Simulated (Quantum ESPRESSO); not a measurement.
Band energies of AgI

```
CELL_PARAMETERS angstrom
      4.48222     0.00000     0.00000
     -2.24111     3.88171     0.00000
      0.00000     0.00000     7.33396
ATOMIC_POSITIONS crystal
  Ag 0.33333 0.66667 0.00271
  Ag 0.66667 0.33333 0.50271
  I  0.33333 0.66667 0.37719
  I  0.66667 0.33333 0.87719
```

LDA (pw.x of Quantum ESPRESSO, ONCV potentials, scalar-relativistic); path ΓMKΓALHA,LM,KH; energies in eV from the valence-band maximum.

```csv
k (1/Å),point,band 22,band 23,band 24,band 25,band 26,band 27,band 28,band 29
0.00,Γ,-0.83,-0.83,-0.09,0.00,0.00,1.09,2.38,5.53
0.46,,-2.39,-1.75,-1.59,-0.67,-0.50,2.81,3.44,4.78
0.81,M,-2.96,-2.53,-2.06,-1.23,-0.83,3.17,3.32,4.54
0.93,,-2.93,-2.55,-2.11,-1.29,-0.94,3.35,3.55,4.48
1.28,K,-2.89,-2.89,-1.78,-1.78,-1.55,3.98,4.53,4.53
1.38,,-2.90,-2.77,-2.03,-1.54,-1.47,4.04,4.31,4.61
1.90,,-1.73,-1.37,-1.06,-0.35,-0.31,2.29,3.38,4.82
2.21,Γ,-0.83,-0.83,-0.09,0.00,0.00,1.09,2.38,5.53
2.32,,-0.80,-0.80,-0.35,-0.03,-0.03,1.36,2.40,5.55
2.64,A,-1.93,-0.43,-0.43,-0.43,-0.43,2.46,2.46,5.46
2.74,,-1.93,-0.56,-0.56,-0.48,-0.48,2.60,2.60,5.26
3.25,,-2.80,-1.44,-1.44,-1.30,-1.30,3.11,3.11,4.73
3.45,L,-3.16,-1.44,-1.44,-1.43,-1.43,2.99,2.99,4.65
3.68,,-3.12,-1.91,-1.91,-1.33,-1.33,3.46,3.46,5.02
3.92,H,-3.08,-2.25,-2.25,-1.31,-1.31,3.77,3.77,5.42
4.10,,-2.98,-2.05,-2.05,-1.33,-1.33,3.71,3.71,5.29
4.57,,-2.00,-1.09,-1.09,-0.75,-0.75,3.25,3.25,4.75
4.85,A,-1.93,-0.43,-0.43,-0.43,-0.43,2.46,2.46,5.46
4.85,L,-3.16,-1.44,-1.44,-1.43,-1.43,2.99,2.99,4.65
5.28,M,-2.96,-2.53,-2.06,-1.23,-0.83,3.17,3.32,4.54
5.28,K,-2.89,-2.89,-1.78,-1.78,-1.55,3.98,4.53,4.53
5.71,H,-3.08,-2.25,-2.25,-1.31,-1.31,3.77,3.77,5.42
```

The LDA gap is direct, 1.09 eV at Γ.

Spin-orbit coupling is left out, which matters for elements this heavy: edges can move by tenths of an eV.

Geometry relaxed with LDA.
